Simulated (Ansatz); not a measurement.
Re7B3:
```cif
data_B6Re14
_chemical_formula_sum 'Re14 B6'
_space_group_name_H-M_alt 'P 1'
_space_group_IT_number 1
_cell_length_a 7.50132
_cell_length_b 7.50132
_cell_length_c 4.88726
_cell_angle_alpha 90.000
_cell_angle_beta 90.000
_cell_angle_gamma 120.000
loop_
_space_group_symop_operation_xyz
  'x, y, z'
loop_
_atom_site_label
_atom_site_type_symbol
_atom_site_fract_x
_atom_site_fract_y
_atom_site_fract_z
_atom_site_occupancy
Re1 Re 0.33333 0.66667 0.08577 1
Re2 Re 0.66667 0.33333 0.58577 1
Re3 Re 0.75452 0.87726 0.25231 1
Re4 Re 0.87726 0.75452 0.75231 1
Re5 Re 0.12274 0.87726 0.25231 1
Re6 Re 0.24548 0.12274 0.75231 1
Re7 Re 0.12274 0.24548 0.25231 1
Re8 Re 0.87726 0.12274 0.75231 1
Re9 Re 0.90862 0.45431 0.04911 1
Re10 Re 0.45431 0.90862 0.54911 1
Re11 Re 0.54569 0.45431 0.04911 1
Re12 Re 0.09138 0.54569 0.54911 1
Re13 Re 0.54569 0.09138 0.04911 1
Re14 Re 0.45431 0.54569 0.54911 1
B1 B 0.37942 0.18971 0.34065 1
B2 B 0.18971 0.37942 0.84065 1
B3 B 0.81029 0.18971 0.34065 1
B4 B 0.62058 0.81029 0.84065 1
B5 B 0.81029 0.62058 0.34065 1
B6 B 0.18971 0.81029 0.84065 1
```

Relaxed with r²SCAN.

Q: Which orbitals make up the states near the Fermi level in r²SCAN (plane waves, PAW; program Ansatz)?

A: Within 0.5 eV of the Fermi level: Re 5d 93 %. Projections are on Löwdin-orthogonalised atomic valence shells; empty p or d shells of many metals are not among them.

Q: Tabulate the density of states.

A: States/eV per cell of 20 atoms, in 0.25 eV bins, energy from the Fermi level.

```tsv
E (eV)	total	Re 5d	B 2p	Re 6s
-7.85	10.68	5.41	2.79	1.90
-7.60	8.06	4.04	2.10	1.44
-7.35	5.16	2.69	1.29	0.81
-7.10	3.27	1.79	0.78	0.49
-6.85	7.72	4.60	1.65	1.01
-6.60	10.58	6.56	2.18	1.20
-6.35	8.97	5.71	2.10	0.73
-6.10	16.30	11.47	3.26	0.99
-5.85	13.80	10.10	2.56	0.70
-5.60	17.52	13.16	3.37	0.53
-5.35	16.47	12.51	2.88	0.58
-5.10	17.71	13.04	3.32	0.67
-4.85	13.64	10.14	2.42	0.52
-4.60	19.30	13.81	3.98	0.74
-4.35	19.35	13.70	3.98	0.80
-4.10	9.60	7.28	1.41	0.36
-3.85	12.74	10.09	1.63	0.41
-3.60	17.99	13.73	2.71	0.62
-3.35	14.54	12.29	1.17	0.47
-3.10	22.42	19.38	1.58	0.59
-2.85	16.82	14.10	1.51	0.52
-2.60	16.16	13.46	1.35	0.53
-2.35	14.06	12.29	0.88	0.30
-2.10	10.86	9.49	0.63	0.26
-1.85	5.67	4.78	0.37	0.23
-1.60	12.80	10.73	0.80	0.59
-1.35	10.19	8.63	0.49	0.51
-1.10	8.32	7.52	0.30	0.24
-0.85	8.74	7.90	0.32	0.23
-0.60	9.78	8.99	0.32	0.15
-0.35	10.86	10.14	0.29	0.11
-0.10	9.72	9.11	0.26	0.09
0.15	8.74	8.09	0.27	0.08
0.40	8.42	7.63	0.40	0.10
0.65	14.18	12.54	0.93	0.21
0.90	13.25	11.70	0.87	0.21
1.15	11.08	9.72	0.78	0.18
1.40	12.88	11.36	0.88	0.19
1.65	13.88	12.14	0.89	0.27
1.90	16.71	14.63	1.08	0.35
2.15	14.79	12.98	0.94	0.31
2.40	15.57	13.42	1.17	0.36
2.65	13.45	11.36	1.08	0.33
2.90	16.91	14.90	1.00	0.32
3.15	9.51	8.00	0.71	0.30
3.40	9.13	6.83	1.29	0.40
3.65	7.42	4.94	1.52	0.39
3.90	5.64	3.53	1.24	0.32
4.15	6.64	4.03	1.56	0.37
4.40	6.28	3.40	1.69	0.49
4.65	6.04	3.10	1.73	0.52
```

Space group P6_3mc. The first step of the workflow began from a Materials Project structure, measured or hypothetical; the Crystallography Open Database copy checked does not list it. Whether it is the stable phase at ambient conditions was not checked. The cell was relaxed with r²SCAN under the symmetry of its start; whether a distortion lowers the energy is not shown. No spin polarisation was allowed. Spin–orbit coupling is left out wherever it is not named.

Potentials: the later of the program's two PAW sets.
